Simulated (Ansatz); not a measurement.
The structure comes from a relaxation in the same program, started in the CsCl type, and has space group Pm-3m. Whether it is a known phase or the ground state wasn't checked.

An input for RbTi and the output that it gave: DFT, PBEsol, PAW with Ansatz's default frozen-core files, scalar-relativistic (Ansatz 0.2.0).

Command: `ansatz run input.yaml --threads 1 --pin off --max-ram 2048MiB --backend cpu --events-out ev --progress --plain --runs-dir out` The run took 32 s on 1 thread of Intel(R) Xeon(R) Processor @ 2.50GHz (Skylake/Cascade Lake), on a shared host, peak memory 0.42 GiB.

```yaml
crystal:
  lattice:
    - [4.0063785807, 0.0, 0.0]
    - [0.0, 4.0063785807, 0.0]
    - [0.0, 0.0, 4.0063785807]
  atoms:
    - { symbol: Rb, position: [0.0, 0.0, 0.0] }
    - { symbol: Ti, position: [0.5, 0.5, 0.5] }
kpoints:
  mp_grid: { grid: [10, 10, 10] }
  band_path:
    path:
      - [0.0, 0.0, 0.0]
      - [0.0, 0.5, 0.0]
      - [0.5, 0.5, 0.0]
      - [0.0, 0.0, 0.0]
      - [0.5, 0.5, 0.5]
      - [0.0, 0.5, 0.0]
      - [0.5, 0.5, 0.5]
      - [0.5, 0.5, 0.0]
    npoints: 14
scf:
  occupations: { method: fermi_dirac, width: 0.03 }
hamiltonian:
  xc: pbesol
  pseudopotentials: { kind: paw }
output:
  forces: true
  stress: true
  eigenvalues: true
  efg: { contact_densities: true }
  populations: true
  bader: true
  dos: { projected: true, de: 0.2, e_range: [-14, 8] }
  write_density: true
  write_potential: true
  elf: true
  volumetric_format: npy
```

What the program printed:

```
Rb: output.efg is read without spin–orbit coupling, which moves field gradients at and beside such atoms by some per cent and up to a factor of two; PAW files take it under magnetization.noncollinear and magnetization.spin_orbit
Engine: ansatz 0.2.0
Pseudopotentials: kind: paw
Pseudopotential: Rb, paw, valence charge 9, recommended cutoff 420 eV (normal)
Pseudopotential: Ti, paw, valence charge 12, recommended cutoff 420 eV (normal)
Functional definition: PBEsol
  exchange = pbesol_x
  correlation = pbesol_c
Crystal: 2 atoms, lattice volume = 64.307 Å³
Basis set: ecut = 420 eV, 1237 PW (Γ), exchange–correlation on 54×54×54 points (8 copies of the dense FFT grid, shifted against one another)
Bands: 15, of which v1, the nominal top of the filled ones, is band 11 counted from 1 (10 counted from 0)
Symmetry: 48 space group operations
Space group: Pm-3m (ITA 221), of the structure as read, at distance tolerance 4.0e-5 Å
k-points: 56 of 1000
Non-local potential: Rb, projectors of the file, l = 0: 3, l = 1: 2, l = 2: 2
Non-local potential: Ti, projectors of the file, l = 0: 3, l = 1: 2, l = 2: 3, l = 3: 1
PAW form: soft (Blöchl's): semilocal exchange-correlation on the pseudo side does not see the compensation charge
PAW frozen core: Rb, regenerated for the run's functional, and the local potential with it (the file was generated under x = pbe(κ = 0.804, μ = 0.2195149727645171), c = pbe(β = 0.06672455060314922))
PAW frozen core: Ti, regenerated for the run's functional, and the local potential with it (the file was generated under x = pbe(κ = 0.804, μ = 0.2195149727645171), c = pbe(β = 0.06672455060314922))
PAW one-centre angular grid: Rb, 110 points (default); XC on 64 Gauss nodes
PAW one-centre angular grid: Ti, 590 points (default); XC on 64 Gauss nodes
Initial density: superposition of atomic densities (neutral atoms: chi_scale 0, normalization atom), corrected by the library's trained network
Initial wavefunctions: pseudopotential atomic-orbital guess
Functional: x = pbesol(κ = 0.804, μ = 0.12345679012345678), c = pbesol(β = 0.046)
SCF iter   1: F=—  HF=-5687.054622 eV  |F-HF|=—  |Δ(HF+E_count)|=         —  Δρ=1.02e-2  dr2=1.02e-1  ethr=1.77e-3  ⟨swp⟩=6.1  Hψ=4955  notcnv=0
preconditioner: auto → Kerker (q_TF=auto, 2.264 Å⁻¹)  [metal: Δε(μ)=0.016 eV  Ē_g=7.570 eV  σ=0.030 eV  W_gap=0.13  n_scr=18 (ndim 8)  ℏωp=15.4 eV  f_vac=0.000  D(μ)=2.45/eV (n_scr^D=18)]
SCF iter   2: F=—  HF=-5687.042595 eV  |F-HF|=—  |Δ(HF+E_count)|=   1.20e-2  Δρ=4.80e-3  dr2=2.51e-2  ethr=4.87e-4  ⟨swp⟩=2.0  Hψ=1475  notcnv=0
SCF iter   3: F=—  HF=-5687.039281 eV  |F-HF|=—  |Δ(HF+E_count)|=   3.31e-3  Δρ=7.26e-4  dr2=5.18e-4  ethr=1.20e-4  ⟨swp⟩=2.0  Hψ=1160  notcnv=0
SCF iter   4: F=—  HF=-5687.039273 eV  |F-HF|=—  |Δ(HF+E_count)|=   7.59e-6  Δρ=1.87e-4  dr2=5.80e-5  ethr=2.47e-6  ⟨swp⟩=2.0  Hψ=1083  notcnv=0
SCF iter   5: F=—  HF=-5687.039260 eV  |F-HF|=—  |Δ(HF+E_count)|=   1.34e-5  Δρ=4.67e-5  dr2=2.76e-6  ethr=2.76e-7  ⟨swp⟩=1.9  Hψ=917  notcnv=0
SCF iter   6: F=—  HF=-5687.039259 eV  |F-HF|=—  |Δ(HF+E_count)|=   6.02e-7  Δρ=1.27e-5  dr2=1.30e-7  ethr=1.31e-8  ⟨swp⟩=2.7  Hψ=1329  notcnv=0
SCF iter   7: F=-5687.039259 eV  HF=-5687.039259 eV  |F-HF|=7.58e-9  |Δ(HF+E_count)|=   1.98e-9  Δρ=3.86e-6  dr2=1.08e-8  ethr=4.76e-10  ⟨swp⟩=8.9  Hψ=5185  notcnv=0
SCF 1 converged in 7 iterations: F = -5687.039259 eV  dr2 = 1.08e-8
  greatest PAW one-centre occupation: 0.999 electrons in one spin orbital (limit 2), on the Ti atom at site 1 (counted from 0), in its partial waves of l = 0
NSCF: frozen V_eff on 99 k-points
SCF converged after 7 iterations
Free energy (F): -5687.039259 eV
Harris-Foulkes:  -5687.039259 eV  (|F-HF|=7.58e-9)
Internal energy: -5687.031054 eV  (E = F + TS)
E sigma→0 (E₀):  -5687.035157 eV
Entropy (-TS):   -0.008206 eV (-4.103 meV/atom)
Fermi energy:    7.067570 eV
--- Per-component energies (eV) ---
  E_band       = -296.210302
  E_kinetic    = 461.092864
  E_local      = -1643.842351  (includes V_loc(G=0)·N_el)
  E_nonlocal   = 188.856864
  E_hartree    = 580.468720
  E_xc         = -222.523134
  E_vxc        = -253.298642  (∫ρ·V_xc dr)
  E_paw        = -3592.810818  (= ΣΔE_a)
  E_vpaw       = -209.952595  (= ΣTr[D̂ρ^β])
  E_aug_tail   = 0.000116  (compensation charges beyond the density's cutoff)
  E_ewald      = -1458.536370
  E_core_change = 0.263055  (= ΣΔE_core)
  E_smearing   = -0.008206  (= −TS)
  E_closure    = 0.000000  (closes the sum)
  Σ components = -5687.039259   (vs F -5687.039259, Δ=0.00e0)
--- Forces (eV/Å), atoms counted from 1 ---
  atom   1  Rb    -0.00000000     0.00000000     0.00000000
  atom   2  Ti     0.00000000    -0.00000000    -0.00000000
  max |Σ_I F_I| component: 4.62e-29 eV/Å
--- Stress (GPa, compression-positive) ---
        0.036632       0.000000      -0.000000
        0.000000       0.036632       0.000000
       -0.000000       0.000000       0.036632
  P = ⅓ Tr σ = 0.0366 GPa (0.366 kbar)
--- PAW observables at the nuclei: V_zz in 10²¹ V/m², potentials from the cell's mean, atoms counted from 1 ---
  atom   1  Rb V_zz =    +0.000000   η = 0.0000   by run symmetry: forbidden
            electrostatic potential = -5305.982738 V   contact ρ = 361368.045079 e/Å³
  atom   2  Ti V_zz =    +0.000000   η = 0.0000   by run symmetry: forbidden
            electrostatic potential = -2524.034676 V   contact ρ = 56642.940291 e/Å³
--- Band table (eV; the first three rows and the last of 56) ---
  k-point 0: bands = ["-50.3400", "-26.6933", "-26.6933", "-26.6933", "-20.1610", "-4.1793", "-4.1793", "-4.1793", "3.4257", "6.2796", "6.2796", "7.6956", "7.6956", "7.6956", "11.3489"]
  k-point 1: bands = ["-50.3400", "-26.6945", "-26.6932", "-26.6932", "-20.1577", "-4.2405", "-4.1754", "-4.1754", "3.5732", "6.3186", "6.3434", "7.6804", "7.6804", "7.7057", "11.1653"]
  k-point 2: bands = ["-50.3398", "-26.6974", "-26.6930", "-26.6930", "-20.1492", "-4.3943", "-4.1650", "-4.1650", "3.9895", "6.4262", "6.5001", "7.6422", "7.6422", "7.7322", "10.4909"]
  k-point 55: bands = ["-50.3386", "-26.7024", "-26.7024", "-26.7024", "-20.0693", "-4.5622", "-4.5622", "-4.5622", "7.2373", "7.2373", "7.2373", "7.7872", "7.7872", "7.7872", "8.1278"]
--- Löwdin populations: 2 sites ---
  site symbol       q [e]
     0     Rb      8.7403
     1     Ti     11.9910
  spilling = 0.012792 (of n_electrons = 21.000000)
--- Bader charges: 2 sites ---
  site symbol  charge [e]  shift [e]
     0     Rb      0.3010     0.0000
     1     Ti     -0.3010     0.0000
  estimated error of the sums over rays = 1.9e-4 e
```

Spin polarisation is left out, and whether a magnetic state lies lower isn't shown here.
